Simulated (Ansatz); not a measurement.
## Checking a converged run of Ni

We look at Ni: a measured crystal structure (space group Fm-3m, primitive cell doubled), with 2 atoms per cell. Source: COD entry 9012964; the sample's temperature and pressure aren't taken into account, and it need not be the stable phase.

These are results of DFT, PBE, PAW, plane waves, scalar-relativistic in Ansatz, not measurements.

```yaml
crystal:
  lattice:
    - [-1.7585, -3.517, -1.7585]
    - [-1.7585, 0.0, -1.7585]
    - [1.7585, 0.0, -1.7585]
  atoms:
    - { symbol: Ni, position: [0.0, 0.0, 0.0], spin: 2.0 }
    - { symbol: Ni, position: [0.5, 0.0, 0.5], spin: -2.0 }
magnetization:
  spin_polarized: true
hamiltonian:
  xc: pbe
  pseudopotentials: { kind: paw }
basis:
  ecutwfc: 420
kpoints:
  mp_grid: { grid: [7, 11, 9] }
scf:
  occupations: { method: fermi_dirac, width: 0.1 }
  lower_state_search: "off"
output:
  forces: true
  stress: true
```

Launched as:
```sh
ansatz run input.yaml --threads 2 --pin off --max-ram 5120MiB --backend cpu --events-out ev --progress --plain --runs-dir out
```

Wall time and machine: 6.4 s on 2 threads of Arm Neoverse V1, with other jobs on the host, peak memory 0.4 GiB.

The end of the output:

```
SCF converged after 16 iterations
Magnetization: 0.0000 μB (18.0000 up, 18.0000 down)
Absolute magnetization: 0.0000 μB (∫|ρ↑−ρ↓|, with the PAW one-centre terms)
Spin contamination: 0.0000 ħ² per cell (⟨S²⟩ above its minimum at these occupations)
Per-site moments (μB) at R_I (Å): [(-5.7464e-6, 1.0258), (5.7464e-6, 1.0258)]
Free energy (F): -11679.429914 eV
Harris-Foulkes:  -11679.429914 eV  (|F-HF|=5.28e-11)
Internal energy: -11679.254159 eV  (E = F + TS)
E sigma→0 (E₀):  -11679.342037 eV
Entropy (-TS):   -0.175755 eV (-87.877 meV/atom)
Fermi energy:    18.017517 eV
--- Forces (eV/Å), atoms counted from 1 ---
  atom   1  Ni     0.00000000     0.00000000     0.00000000
  atom   2  Ni     0.00000000     0.00000000    -0.00000000
--- Stress (GPa, compression-positive) ---
       -0.423739      -0.028909       0.205843
       -0.028909      -0.415669      -0.028909
        0.205843      -0.028909      -0.423739
  P = ⅓ Tr σ = -0.4210 GPa (-4.210 kbar)
```

The mesh is too coarse to rank close states of a metal with certainty: differences of some tens of meV/atom may change, at times in sign. The mesh has less symmetry than the lattice, which lowers the symmetry of the run.

A small moment in a metal is sensitive to the mesh and the smearing.

Site moments are taken inside atomic spheres and don't add up to the total.

**Question.** Would you trust this as the ground state? If a lower solution is known, describe it.

**Answer.** No, on this mesh. A state 34.5 meV/atom (0.069 eV per cell) lower exists in this cell: ferromagnetic, site moments Ni1 0.64, Ni2 0.64 μB, total 1.21 μB per cell, no gap on the k-mesh. It was reached from: parallel moments, default search for lower states [Ni1 2.00, Ni2 2.00 μB]; the moments in brackets, symmetry off, plain SCF [Ni1 0.40, Ni2 0.40 μB]. The wrong state matters: the pressure is 0.4 GPa there against -0.4 GPa here. This multiple of the primitive cell fits some opposed orders; other multiples fit others. Only collinear orders within this cell were tried; the true ground state may need a larger cell.
